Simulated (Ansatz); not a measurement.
Field gradients of HfO2 with boron replacing Hf from run to run

Cell of run 1: a supercell of HfO2 (fluorite type, Fm-3m) built from a COD entry, with all atoms left at the host's positions.

Space group Fm-3m (No. 225); a = 10.2300 Å.

```csv
site,Wyckoff,site symmetry,x,y,z
B,4a,m-3m,0.0000,0.0000,0.0000
Hf2,24d,m.mm,0.2500,0.2500,0.0000
Hf8,4b,m-3m,0.5000,0.5000,0.5000
O9,32f,.3m,0.1250,0.1250,0.1250
O12,32f,.3m,0.6250,0.3750,0.3750
```

One atom of each set is listed; the run and its k-mesh use a cell of 24 atoms with edges of 7.23, 7.23, 7.23 Å.

Relaxed positions (PBE, cell held):

B (0.0000, 0.0000, 0.0000)
Hf2 (0.2500, 0.2500, 0.0000)
Hf8 (0.5000, 0.5000, 0.5000)
O9 (0.1235, 0.1235, 0.1235)
O12 (0.6248, 0.3752, 0.3752)

All runs are DFT with Ansatz 0.2.0 (plane waves and PAW, scalar-relativistic unless spin–orbit coupling is named, Γ-centred meshes, Fermi–Dirac smearing where given) in this cell, at cell charge -1.

Run 1: PBE, atoms at the host's positions; 420 eV, 3×3×3 k-points, smearing 0.01 eV.
Run 2: PBE, atoms relaxed; 420 eV, 3×3×3 k-points, smearing 0.01 eV.
Run 3: r2SCAN, at the relaxed atoms; 500 eV, 3×3×3 k-points, smearing 0.01 eV.

| run | Hf2 V_zz (η) | O9 V_zz (η) | O12 V_zz (η) |
| --- | --- | --- | --- |
| 1 | -5.98 (0.61) | 4.25 (0.00) | 0.72 (0.00) |

The results of the other runs, out of order. V_zz in 10²¹ V/m²; 3 of the 5 sets of like atoms are followed.

| result | Hf2 V_zz (η) | O9 V_zz (η) | O12 V_zz (η) |
| --- | --- | --- | --- |
| A | -6.31 (0.18) | 4.40 (0.00) | 0.80 (0.00) |
| B | -6.53 (0.20) | 4.25 (0.00) | 0.83 (0.00) |

Q: Which result belongs to which run?

A: A is run 3, B is run 2. Taken one at a time, the positions of the atoms (as given or relaxed) move the tensors on these sites by up to 1.43 (largest principal value of the change, on Hf2), the functional (r2SCAN with its higher cutoff) by 0.22 (Hf2). The defect's own atom has next to no gradient in any run.

The defect repeats with the cell of 24 atoms, so it feels its images: sites between two images don't show the values beside a lone defect, and zeros or small values of η there can come from the images' arrangement. This high-symmetry form of HfO2 is unstable when cold, to shifts of the oxygen columns, towards the tetragonal form. The symmetry of the cell holds that distortion back, wholly or in part, and it would change the field gradients, the more the larger the distortion. A uniform background compensates the cell's charge. Without spin–orbit coupling the gradients at and beside Hf can be off by some per cent, at some sites by more. The relaxation keeps the site symmetry m-3m of the start, so the impurity can't leave its site; a start off the site could end lower. In runs 1, 2, 3 the gap is small for the k-mesh or the smearing, and small gradients can still move by 0.1 × 10²¹ V/m² or more. In run 1 the atoms aren't at the calculated equilibrium (largest force 0.34 eV/Å). Runs 2, 3: The symmetry of the start holds B at 2.19 Å from its nearest O, well beyond a usual B–O bond (about 1.5 Å). This is probably a saddle point: let free, the atom would likely move off the site and bind to fewer neighbours, so the values at and beside it aren't those of the real defect.
